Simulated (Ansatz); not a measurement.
Ansatz (a quantum-chemistry and plane-wave program) input:

Ansatz 0.2 input:
```yaml
crystal:
  lattice:
    - [0.0, 5.1585007816, 5.1585007816]
    - [5.1585007816, 0.0, 5.1585007816]
    - [5.1585007816, 5.1585007816, 0.0]
  atoms:
    - { symbol: Li, position: [0.625, 0.625, 0.125] }
    - { symbol: Li, position: [0.625, 0.125, 0.625] }
    - { symbol: Li, position: [0.625, 0.625, 0.625] }
    - { symbol: Li, position: [0.125, 0.625, 0.625] }
    - { symbol: Zn, position: [0.0, 0.0, 0.0] }
    - { symbol: Zn, position: [0.25, 0.25, 0.25] }
    - { symbol: Cl, position: [0.86615358, 0.3779488067, 0.3779488067] }
    - { symbol: Cl, position: [0.8720511933, 0.8720511933, 0.38384642] }
    - { symbol: Cl, position: [0.3779488067, 0.86615358, 0.3779488067] }
    - { symbol: Cl, position: [0.8720511933, 0.8720511933, 0.8720511933] }
    - { symbol: Cl, position: [0.3779488067, 0.3779488067, 0.3779488067] }
    - { symbol: Cl, position: [0.8720511933, 0.38384642, 0.8720511933] }
    - { symbol: Cl, position: [0.3779488067, 0.3779488067, 0.86615358] }
    - { symbol: Cl, position: [0.38384642, 0.8720511933, 0.8720511933] }
kpoints:
  mp_grid: { grid: [5, 5, 5] }
hamiltonian:
  xc: r2scan
  pseudopotentials: { kind: paw }
scf:
  occupations: { method: fixed }
checkpoint: { read: static.run }
output: { write_density: true, elf: true, volumetric_format: npy }
basis: { fft_grid_basis: typed }
```

Output (shortened):

```
Pseudopotential: Li, paw, valence charge 3
Pseudopotential: Zn, paw, valence charge 12
Pseudopotential: Cl, paw, valence charge 7
Functional definition: r2SCAN
Crystal: 14 atoms, lattice volume = 274.537 Å³
Basis set: ecut = 500 eV, 6879 PW (Γ), exchange–correlation on 216×216×216 points (64 copies of the dense FFT grid, shifted against one another)
Bands: 60, of which v1, the nominal top of the filled ones, is band 46 counted from 1 (45 counted from 0)
Symmetry: 48 space group operations
Space group: Fd-3m (ITA 227), of the structure as read, at distance tolerance 6.5e-5 Å
k-points: 10 of 125
Stability of the state it starts from, as read at its close in the unpolarized treatment …
iter 1 solved again at ethr=6.22e-8 eV; its pass at ethr=3.10e-3 eV (dr2=5.72e-5 eV) is discarded
SCF iter   1: F=—  HF=-16164.928201 eV  |F-HF|=—  |Δ(HF+E_count)|=         —  Δρ=2.92e-7  dr2=1.47e-10  dr2_τ=1.15e-11  ethr=6.22e-8  ⟨swp⟩=3.0  Hψ=3761  notcnv=0  defer=120
preconditioner: auto → Resta (q_TF=auto, 2.274 Å⁻¹)
SCF iter   2: F=-16164.928201 eV  HF=-16164.928201 eV  |F-HF|=7.28e-11  |Δ(HF+E_count)|=   7.76e-9  Δρ=1.83e-7  dr2=5.25e-11  dr2_τ=1.23e-11  ethr=1.00e-12  ⟨swp⟩=20.5  Hψ=4082  notcnv=0
SCF 1 converged in 2 iterations: F = -16164.928201 eV  dr2 = 5.25e-11
SCF converged after 2 iterations
Free energy (F): -16164.928201 eV
Harris-Foulkes:  -16164.928201 eV  (|F-HF|=7.28e-11)
Internal energy: -16164.928201 eV  (E = F + TS)
E sigma→0 (E₀):  -16164.928201 eV
Fermi energy:    1.612197 eV
--- Per-component energies (eV) ---
  E_band       = -599.408279
  E_kinetic    = 1637.070937
  E_local      = -6686.686011  (includes V_loc(G=0)·N_el)
  E_nonlocal   = 1337.763678
  E_hartree    = 2575.979533
  E_xc         = -1122.992755
  E_vxc        = -1244.539214  (∫ρ·V_xc dr)
  E_paw        = -9127.893768  (= ΣΔE_a)
  E_vpaw       = -860.631804  (= ΣTr[D̂ρ^β])
  E_aug_tail   = -0.000260  (compensation charges beyond the density's cutoff)
  E_vtau       = 65.654885  (kinetic-family band-sum trace: ∫τ·v_τ [+ j·A + Jᵃ·Aᵃ] dr)
  E_ewald      = -4776.713062
  E_core_change = -1.456492  (= ΣΔE_core)
  E_smearing   =  0.000000  (= −TS)
  E_closure    = 0.000000  (closes the sum)
  Σ components = -16164.928201   (vs F -16164.928201, Δ=0.00e0)
  [band-id]    e_kinetic+e_local+e_nonlocal+2·e_hartree+e_vxc+e_vpaw+e_augmentation_tail+e_vtau = -599.408723   (vs E_band -599.408279, Δ=-4.45e-4)
--- Band table (eV; the first three rows and the last of 10) ---
  k-point 0: bands = ["-43.1658", "-43.1641", "-43.1641", "-43.1641", "-12.7344", "-12.2122", "-12.1070", "-12.1070", "-12.1070", "-11.9108", "-11.9108", "-11.9108", "-3.3609", "-3.3609", "-3.3609", "-3.3588", "-3.3588", "-3.3588", "-3.2542", "-3.2542", …
  k-point 1: bands = ["-43.1657", "-43.1642", "-43.1641", "-43.1641", "-12.6825", "-12.2240", "-12.1346", "-12.0893", "-12.0893", "-11.9395", "-11.9306", "-11.9306", "-3.4294", "-3.4034", "-3.3727", "-3.3727", "-3.3568", "-3.3568", "-3.2409", "-3.2409", …
  k-point 2: bands = ["-43.1654", "-43.1645", "-43.1641", "-43.1641", "-12.5426", "-12.3590", "-12.0937", "-12.0422", "-12.0422", "-12.0117", "-11.9814", "-11.9814", "-3.4867", "-3.4628", "-3.3834", "-3.3834", "-3.3602", "-3.3602", "-3.2181", "-3.2181", …
  k-point 9: bands = ["-43.1652", "-43.1647", "-43.1641", "-43.1641", "-12.4265", "-12.2696", "-12.2520", "-12.1935", "-12.0164", "-12.0055", "-11.9690", "-11.9423", "-3.5053", "-3.4927", "-3.3944", "-3.3760", "-3.3760", "-3.3636", "-3.2028", "-3.2019", …
```

Cost: around 13 core-seconds (rough) on shared cores.

The first step of the workflow began from a Materials Project structure, measured or hypothetical; the Crystallography Open Database files this formula in space group No. 227, but the cells were not matched. Whether it is the stable phase at ambient conditions was not checked. Symmetry was held in the r²SCAN relaxation; whether a distortion lowers the energy is not shown.

Potentials: the later of the program's two PAW sets.

Ansatz is a plane-wave DFT program.
